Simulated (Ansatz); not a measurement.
# Calculated ¹⁰¹Ru nuclear quadrupole resonance for Cs2RuC2NCl3O5

Cell: a diffraction structure from the COD whose atoms were relaxed with PBE, the cell held.

```cif
data_Cs2RuC2NCl3O5
_symmetry_space_group_name_H-M 'P-1'
_symmetry_Int_Tables_number 2
_cell_length_a 6.8497
_cell_length_b 7.2981
_cell_length_c 12.7495
_cell_angle_alpha 87.540
_cell_angle_beta 80.048
_cell_angle_gamma 67.762
loop_
_atom_site_label
_atom_site_type_symbol
_atom_site_symmetry_multiplicity
_atom_site_Wyckoff_symbol
_atom_site_fract_x
_atom_site_fract_y
_atom_site_fract_z
Cs1 Cs 2 i 0.3112 0.8542 0.0892
Cs3 Cs 2 i 0.5684 0.6729 0.6425
Ru Ru 2 i 0.1946 0.3065 0.7052
C7 C 2 i 0.8788 0.5816 0.8601
C9 C 2 i 0.0966 0.5857 0.8752
N N 2 i 0.1198 0.1694 0.6239
Cl13 Cl 2 i 0.2595 0.0449 0.8287
Cl15 Cl 2 i 0.5622 0.1800 0.6274
Cl17 Cl 2 i 0.1240 0.5943 0.5987
O19 O 2 i 0.0637 0.0685 0.5794
O21 O 2 i 0.8919 0.4476 0.7918
O23 O 2 i 0.2624 0.4623 0.8123
O25 O 2 i 0.1060 0.6972 0.9414
O27 O 2 i 0.7086 0.6971 0.9093
```

One atom of each set is listed.

Computed with Ansatz: DFT, r2SCAN, plane waves and PAW, scalar-relativistic, 500 eV cutoff, Γ-centred 6×5×3 k-points, Fermi–Dirac smearing 0.05 eV.

¹⁰¹Ru: I = 5/2, Q = 457.0 mb (year-2017 value). Static lattice, zero field.

**Question.** Predict the zero-field ¹⁰¹Ru lines of each site.

**Answer.** For I = 5/2 and η = 0 the lines are 3|C_Q|/20 and twice that; η pulls their ratio below 2.

| site | atoms | V_zz (10²¹ V/m²) | C_Q (MHz) | η | line frequencies (MHz) |
| --- | --- | --- | --- | --- | --- |
| Ru | 2 | 4.40 | 48.6 | 0.31 | 8.03, 14.3 |

**Question.** And for 99Ru (I = 5/2, Q = 79.00 mb) on Ru?

**Answer.** C_Q scales with Q to 8.40 MHz, with lines at 1.39, 2.47 MHz.

At Ru V_zz points along its shortest bond, to N (within 10°).

The largest force is 1.0 eV/Å, so the atoms aren't at the calculated equilibrium and relaxing them would move these values. Without spin–orbit coupling (the program notes it for Ru) the gradients are little affected as a rule: paired runs on crystals with a gap mostly move them by under 2 % at such atoms. With these PAW files V_zz is typically within 2 to 3 % of all-electron values, but misses above 10 % occur on Ru.

The run took 6.1 min of wall time (24 min of CPU time) and 4.9 GiB at its peak, on 4 threads of Arm Neoverse N1 (aarch64; 8 cores open to the job, memory cap 8.0 GiB, no GPU), a shared host with a load of 0.7 a core.
